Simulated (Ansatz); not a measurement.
AlPt:
```
AlPt
1.0
    3.06045     0.00000     0.00000
    0.00000     3.06045     0.00000
    0.00000     0.00000     3.06045
Al Pt
1 1
Cartesian
  0.00000   0.00000   0.00000
  1.53023   1.53023   1.53023
```

Relaxed with PBEsol.

Q: List the phonon frequencies at the special points (DFPT on a 4×4×4 q-mesh, Fourier-interpolated; plane-wave PAW PBEsol (Ansatz code)).

A: In cm⁻¹; no LO–TO term at Γ, as the run had none.

| q | frequencies |
|---|---|
| Γ | 0 0 0 224 224 224 |
| X | 52 52 117 247 247 351 |
| M | 44 61 61 218 285 285 |
| R | 78 78 78 298 298 298 |

Space group Pm-3m (CsCl type). The first step of the workflow began from a Materials Project structure, measured or hypothetical; the Crystallography Open Database copy checked does not list it. With Al and Pt taken as one species the cell has the higher symmetry Im-3m, so it may be an ordered model of a mixed-site phase. Whether it is the stable phase at ambient conditions was not checked. Symmetry was held in the PBEsol relaxation; phonons on a q-mesh show weakly imaginary modes. The run is not spin-polarised. As this level gives no gap, phonon frequencies hold no LO–TO term and depend on the k-mesh and smearing (Fermi–Dirac, 0.1 eV here). Spin–orbit coupling is left out wherever it is not named.

Potentials: the later of the program's two PAW sets.
